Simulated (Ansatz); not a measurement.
Al2W in space group Fddd (No. 70; Al on 16f, W on 8b), the program Ansatz at the r²SCAN level (PAW), all energies at zero smearing, with the estimated change up to a 700 eV cutoff added, with one set of potentials and settings (totals compare only within such a set). Cell of 6 atoms (4 Al, 2 W): -22956.660 eV.

```
element             reference phase  E (eV/atom)
-------  --------------------------  -----------
Al       Fm-3m, 1 atoms in the cell    -540.4083
W        Im-3m, 1 atoms in the cell  -10397.2967
```

Formation energy per atom, worked out: (-22956.660 − 4×(-540.4083) − 2×(-10397.2967))/6 = -0.072 eV/atom (-7 kJ per mol of atoms), at 0 K, without zero-point energy or fitted corrections.

The start of the workflow was typed in or built on a structure type; neither database checked (COD, Materials Project) lists it. Whether it is the stable phase at ambient conditions was not checked. The cell was relaxed with r²SCAN under the symmetry of its start; its stability against distortions is not shown here. No spin polarisation was allowed. The references are the lowest solids computed at this level, not always the standard phases. Scalar-relativistic: spin–orbit coupling is off unless named, which matters more the heavier the elements.

Potentials: the later of the program's two PAW sets.
